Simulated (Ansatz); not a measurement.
GaAs:
```yaml
crystal:
  lattice:
    - [0.00000, 2.65207, 2.65207]
    - [2.65207, 0.00000, 2.65207]
    - [2.65207, 2.65207, 0.00000]
  atoms:
    - { symbol: As, position: [0.00000, 0.00000, 0.00000] }
    - { symbol: Ga, position: [0.50000, 0.50000, 0.50000] }
```

Relaxed with PBEsol. Special points in fractions of this cell's reciprocal vectors: Γ (0.000, 0.000, 0.000); X (0.500, 0.000, 0.500); U (0.625, 0.250, 0.625); K (0.375, 0.375, 0.750); L (0.500, 0.500, 0.500); W (0.500, 0.250, 0.750).

**Question.** List the band energies nearest the Fermi level at these points for the program Ansatz at the PBEsol level (PAW).

**Answer.** In eV from the Fermi level; about four levels below and three above (degenerate sets whole), none deeper than 8.9 eV; points with the same levels are listed once.

```json
[
 {"k": "Γ", "below": "–", "above": "0.06 0.06 0.06"},
 {"k": "X", "below": "-5.79 -3.57 -2.67 -2.67", "above": "3.46 10.44 10.44"},
 {"k": "U", "below": "-6.16 -5.17 -1.96 -0.45", "above": "6.03 7.23 8.68"},
 {"k": "L", "below": "-7.86", "above": "0.27 0.27 2.71"},
 {"k": "W", "below": "-5.82 -4.60 -4.60", "above": "2.54 4.19 7.67 7.67"}
]
```

Space group Fm-3m (rock salt). The start of the workflow was typed in or built on a structure type; neither database checked (COD, Materials Project) lists it. It is not the phase usual at ambient conditions (space group No. 216). Symmetry was held in the PBEsol relaxation; its stability against distortions is not shown here. Spin–orbit coupling is left out wherever it is not named.

Potentials: the earlier of the program's two PAW sets. The files were generated under PBE; for other functionals the program regenerates the frozen cores, and for LDA and PBEsol the local potential too.
